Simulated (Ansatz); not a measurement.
Time and memory for Be

```yaml
crystal:
  lattice:
    - [2.2853, 0.0, 0.0]
    - [-1.14265, 1.9791278553, 0.0]
    - [0.0, 0.0, 3.5842]
  atoms:
    - { symbol: Be, position: [0.3333333333, 0.6666666667, 0.25] }
    - { symbol: Be, position: [0.6666666667, 0.3333333333, 0.75] }
kpoints:
  mp_grid: { grid: [16, 16, 9] }
scf:
  occupations: { method: fermi_dirac, width: 0.05 }
hamiltonian:
  xc: pbe
  pseudopotentials: { kind: paw }
output:
  forces: true
  stress: true
  populations: true
  efg: { quadrupole_moments_barn: { Be: 0.05288 }, contact_densities: true }
relax:
  f_tol: 0.02
  max_steps: 60
```

```sh
ansatz run input.yaml --threads 1 --pin off --max-ram 3072MiB --backend cpu --events-out ev --progress --plain --runs-dir out
```

It runs on 1 thread of Arm Neoverse V2 (aarch64; 28 cores open to the job, memory cap 3.0 GiB, no GPU), a shared host with a load of 0.9 a core.

(1) Estimate the wall time and the peak memory.

Results:

(1) About 1.6 s of wall time (1.6 s of CPU time) and 0.3 GiB. The run holds 4 valence electrons in 6 bands, about 311 plane waves a k-point and 150 irreducible k-points, and took 6 SCF iterations, over 1 ionic steps. Times on a shared host vary by tens of per cent.
